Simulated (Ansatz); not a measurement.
# Zone-centre modes in W

Level of theory: DFT PBEsol, scalar-relativistic, plane waves, PAW (Ansatz 0.2.0). Settings: plane waves to 420 eV, k-mesh 24×24×14 (Γ-centred), Gaussian smearing 0.15 eV. Spin–orbit coupling is left out, which can shift energies with elements as heavy as these. No spin polarisation.

The undisturbed cell (relaxed at this level):

```
W
1.0
    -1.57718    1.57718    1.57718
     1.57718   -1.57718    1.57718
     3.15436    3.15436    0.00000
W
2
Direct
  0.00000 0.00000 0.00000
  0.50000 0.50000 0.50000
```

Harmonic modes by finite displacements of 0.02 Å, without the LO–TO term. The cell doubles the primitive one, so its zone centre also holds the primitive cell's point q = (0, 0, 1/2).

Problem. At this geometry, is the structure stable against these modes?

Solution. Yes: no mode is imaginary beyond 10 cm⁻¹, and only the three translations lie near zero.

Problem. List the wavenumbers in cm⁻¹.

Solution. 0, 0, 0, 127, 149, 224.

Cost: 1 run of about 13 core-minutes, on Intel Xeon Processor @ 2.50GHz (Skylake/Cascade Lake) (shared hosts).